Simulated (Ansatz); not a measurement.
input.yaml (Ansatz 0.2.0):

```yaml
crystal:
  lattice:
    - [0.0, 2.898, 2.898]
    - [2.898, 0.0, 2.898]
    - [2.898, 2.898, 0.0]
  atoms:
    - { symbol: Gd, position: [0.5, 0.5, 0.5], spin: 7.0 }
    - { symbol: P, position: [0.0, 0.0, 0.0] }
basis:
  ecutwfc: 420
  ecutrho_ratio: 4
kpoints:
  mp_grid: { grid: [10, 10, 10] }
hamiltonian:
  xc: pbesol
scf:
  occupations: { method: gaussian, width: 0.05 }
output:
  forces: true
  stress: true
  eigenvalues: true
  populations: true
magnetization:
  spin_polarized: true
```

The cell was built from a prototype; rock salt is the usual structure of such lanthanide and actinide compounds.

What the program printed, in part:

```
Gd: projections on atomic orbitals take those of the free atom [Kr 4d10] 4f7 5s2 5p6 5d1 6s2, of charge +0.00 (hamiltonian.pseudopotentials.projection_atoms); the dataset's partial waves leave at most 2.5e-4 of an orbital's norm unspanned inside its sphere
Pseudopotentials: kind: paw
Pseudopotential: Gd, paw, valence charge 18, recommended cutoff 420 eV (normal), Gd.paw.azcp
Pseudopotential: P, paw, valence charge 5, recommended cutoff 420 eV (normal), P.paw.azcp
Crystal: 2 atoms, lattice volume = 48.677 Å³
Basis set: ecut = 420 eV, 941 PW (Γ), exchange–correlation on 60×60×60 points (8 copies of the dense FFT grid, shifted against one another)
Bands: 19, of which v1, the nominal top of the filled ones, is band 12 counted from 1 (11 counted from 0)
Symmetry: 48 space group operations
Space group: Fm-3m (ITA 225), of the structure as read, at distance tolerance 3.7e-5 Å
Magnetic group: BNS 225.116 (UNI 1618), of the structure as read, at distance tolerance 3.7e-5 Å
k-points: 47 of 1000
Initial density: superposition of atomic densities (chi_scale 0.1, normalization cell, long waves kept (reshape's long-wave potential 0.00 eV rms))
Starting moments: Σ|m| = 7 μB on 1 of 2 sites
Initial wavefunctions: pseudopotential atomic-orbital guess
Functional: x = pbesol(κ = 0.804, μ = 0.12346), c = pbesol(β = 0.046)
iter 1 solved again at ethr=1.20e-3 eV; its pass at ethr=3.10e-3 eV (dr2=2.76e-1 eV) is discarded
```

```
SCF iter   1: F=—  HF=-9970.905996 eV  |F-HF|=—  |Δ(HF+E_count)|=         —  Δρ=2.74e-2 (↑1.73e-2 ↓2.74e-2)  dr2=2.77e-1  dr2_m=1.61e-1  M=6.991 μB ∫|m|=7.004 μB  β_m=0.30  ethr=1.20e-3  ⟨swp⟩=1.0  Hψ=10977  notcnv=0
Mixer restart at iter 1: flushing history
SCF iter   2: F=—  HF=-9970.986279 eV  |F-HF|=—  |Δ(HF+E_count)|=   8.03e-2  Δρ=2.07e-2 (↑1.30e-2 ↓2.07e-2)  dr2=9.20e-2  dr2_m=9.74e-2  M=6.996 μB ∫|m|=7.022 μB  β_m=0.65  ethr=1.20e-3  ⟨swp⟩=2.2  Hψ=2637  notcnv=0
SCF iter   3: F=—  HF=-9971.180342 eV  |F-HF|=—  |Δ(HF+E_count)|=   1.94e-1  Δρ=7.55e-3 (↑2.30e-3 ↓7.55e-3)  dr2=1.91e-2  dr2_m=8.10e-3  M=6.989 μB ∫|m|=7.083 μB  β_m=0.82  ethr=4.00e-4  ⟨swp⟩=3.6  Hψ=4105  notcnv=0  defer=1
SCF iter   4: F=—  HF=-9971.237639 eV  |F-HF|=—  |Δ(HF+E_count)|=   5.73e-2  Δρ=2.78e-3 (↑2.78e-3 ↓1.65e-3)  dr2=2.55e-3  dr2_m=1.72e-3  M=6.987 μB ∫|m|=7.115 μB  β_m=0.74  ethr=8.30e-5  ⟨swp⟩=2.8  Hψ=4021  notcnv=0  defer=8
SCF iter   5: F=—  HF=-9971.233711 eV  |F-HF|=—  |Δ(HF+E_count)|=   3.93e-3  Δρ=1.13e-3 (↑1.13e-3 ↓1.04e-3)  dr2=2.88e-3  dr2_m=3.07e-5  M=6.985 μB ∫|m|=7.131 μB  β_m=0.87  ethr=1.11e-5  ⟨swp⟩=2.3  Hψ=4013  notcnv=0  defer=8
SCF iter   6: F=—  HF=-9971.233601 eV  |F-HF|=—  |Δ(HF+E_count)|=         —  Δρ=2.38e-4 (↑2.07e-4 ↓2.38e-4)  dr2=1.58e-4  dr2_m=1.65e-6  M=6.985 μB ∫|m|=7.133 μB  β_m=0.87  ethr=1.11e-5  ⟨swp⟩=2.6  Hψ=2875  notcnv=0  defer=8
Mixer restart at iter 6: flushing history
SCF iter   7: F=—  HF=-9971.233602 eV  |F-HF|=—  |Δ(HF+E_count)|=   1.27e-6  Δρ=2.04e-4 (↑2.04e-4 ↓1.53e-4)  dr2=5.65e-5  dr2_m=5.23e-7  M=6.985 μB ∫|m|=7.133 μB  β_m=0.85  ethr=6.85e-7  ⟨swp⟩=2.0  Hψ=3196  notcnv=0  defer=8
SCF iter   8: F=—  HF=-9971.233612 eV  |F-HF|=—  |Δ(HF+E_count)|=   1.02e-5  Δρ=9.39e-5 (↑9.39e-5 ↓7.09e-5)  dr2=1.73e-5  dr2_m=7.25e-7  M=6.985 μB ∫|m|=7.132 μB  β_m=0.79  ethr=2.46e-7  ⟨swp⟩=2.0  Hψ=3109  notcnv=0  defer=8
SCF iter   9: F=—  HF=-9971.233605 eV  |F-HF|=—  |Δ(HF+E_count)|=   7.14e-6  Δρ=3.72e-5 (↑2.12e-5 ↓3.72e-5)  dr2=9.30e-7  dr2_m=2.36e-7  M=6.985 μB ∫|m|=7.132 μB  β_m=0.90  ethr=7.52e-8  ⟨swp⟩=2.2  Hψ=2850  notcnv=0  defer=8
SCF iter  10: F=—  HF=-9971.233606 eV  |F-HF|=—  |Δ(HF+E_count)|=   8.78e-7  Δρ=5.92e-6 (↑5.92e-6 ↓4.93e-6)  dr2=6.48e-8  dr2_m=6.30e-10  M=6.985 μB ∫|m|=7.132 μB  β_m=0.95  ethr=4.05e-9  ⟨swp⟩=2.0  Hψ=2868  notcnv=0  defer=8
SCF iter  11: F=-9971.233606 eV  HF=-9971.233606 eV  |F-HF|=2.34e-9  |Δ(HF+E_count)|=   8.51e-8  Δρ=1.50e-6 (↑1.50e-6 ↓1.46e-6)  dr2=6.57e-9  dr2_m=4.53e-12  M=6.985 μB ∫|m|=7.132 μB  ethr=2.82e-10  ⟨swp⟩=4.0  Hψ=8271  notcnv=0
```

```
SCF 1 converged in 11 iterations: F = -9971.233606 eV  dr2 = 6.57e-9
SCF converged after 11 iterations
Magnetization: 6.9853 μB (14.9927 up, 8.0073 down)
Absolute magnetization: 7.1319 μB (∫|ρ↑−ρ↓|, with the PAW one-centre terms)
Per-site moments (μB) at R_I (Å): [(6.93708, 1.195425), (-0.07092, 1.195425)]
Free energy (F): -9971.233606 eV
E sigma→0 (E₀):  -9971.233455 eV
Entropy (-TS):   -0.000301 eV (-0.151 meV/atom)
Fermi energy:    10.462007 eV
--- Forces (eV/Å), atoms counted from 1 ---
  atom   1  Gd     0.00000000     0.00000000     0.00000000
  atom   2  P      0.00000000     0.00000000     0.00000000
--- Stress (GPa, compression-positive) ---
       -5.593875       0.000000       0.000000
        0.000000      -5.593875       0.000000
        0.000000       0.000000      -5.593875
  P = ⅓ Tr σ = -5.5939 GPa (-55.939 kbar)
--- Löwdin populations: 2 sites ---
  site symbol       q [e]    m [muB]
     0     Gd     17.5702     7.0838
     1      P      5.3889    -0.1015
```

In short (PBEsol): pressure -5.6 GPa, gap on the mesh zero (metallic), site spin moments Gd 6.94; P -0.07 μB.

Total energies depend on the potentials used, so only differences within one code and one set of settings carry meaning.

Without a U the 4f levels of Gd lie too near the Fermi level, so their share of the states there, and what hangs on it, is overstated. Spin–orbit coupling, which matters for such heavy elements, is left out. Site moments are of spin, integrated over atomic spheres. Only parallel moments were tried, so the real magnetic order may be another.
